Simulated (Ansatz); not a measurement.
Here is the system:

BaTiO3:
```
CELL_PARAMETERS angstrom
      3.93514     0.00000     0.00000
      0.00000     3.93514     0.00000
      0.00000     0.00000     3.93514
ATOMIC_POSITIONS crystal
  Ba 0.50000 0.50000 0.50000
  Ti 0.00000 0.00000 0.00000
  O  0.50000 0.00000 0.00000
  O  0.00000 0.50000 0.00000
  O  0.00000 0.00000 0.50000
```

This is the LDA-relaxed structure.

Problem. All from DFT-LDA in the program Ansatz with PAW potentials, unless another level is named. Give the electron effective mass, band 2 of 3 at the edge.

Solution. 0.38 along [100], 0.61 along [110], 0.51 along [111] (mₑ).

Problem. Predict the smallest direct gap on the standard path.

Solution. 1.87 eV.

Problem. And the weight of the valence-edge state by species (Voronoi cells)?

Solution. O 98 %.

Problem. Give the conduction-band minimum.

Solution. at Γ.

Space group Pm-3m (cubic perovskite). This is a known high-temperature phase of the composition, computed here at zero pressure and temperature. The cell was relaxed with LDA under the symmetry of its start. At this level the phase is dynamically unstable (imaginary phonons). The run is not spin-polarised. Spin–orbit coupling is left out wherever it is not named.

Potentials: the earlier of the program's two PAW sets.
